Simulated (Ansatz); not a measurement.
Data:

Sn (beta-Sn type, space group I4_1/amd)

```
CELL_PARAMETERS angstrom
     -2.91656     2.91656     1.57902
      2.91656    -2.91656     1.57902
      2.91656     2.91656    -1.57902
ATOMIC_POSITIONS crystal
  Sn 0.75000 0.25000 0.50000
  Sn 0.00000 0.00000 0.00000
```

In each cell atom 2 (Sn, nearest neighbour Sn at 3.022 Å; its periodic images, 3.2 Å or more away, move with it) moves by s·(0.000, 0.000, 1.000) (along Cartesian z), the rest being held.

Method: PBEsol (plane waves to 420 eV, PAW, scalar-relativistic; Ansatz, a first-principles code). k mesh 13×13×13 (Γ-centred), Fermi-Dirac smearing 0.05 eV. The energy includes the smearing's −TS. With partly filled bands, energies and forces of such displacements shift with the k mesh and the smearing. Sn was relaxed with its symmetry unable to fall. The PAW data are Ansatz's earlier set. The zero of ΔE is the undisplaced structure.

The scan covers s from -0.910 to 0.910 Å in 11 points.

Q: Is the energy the same for equal positive and negative displacements?

A: Even: the same for both signs. With its periodic images moving along, the atom's site symmetry in this cell is -4m2.

Q: What is the energy change at s = 0.910 Å?

A: 50.1 meV/cell.

Q: What force acts on the atom along the line at s = -0.910 Å?

A: -0.045 eV/Å.

Q: What is the force constant k = d²E/ds² of this move at s = 0?

A: 0.41 eV/Å².

Q: With two atoms in the cell this is the zone-centre optical mode. What wavenumber follows?

A: 43 cm⁻¹.

(For displaced atoms, the force is minus the slope of the energy, and its curvature is a force constant, which sets phonon frequencies.)
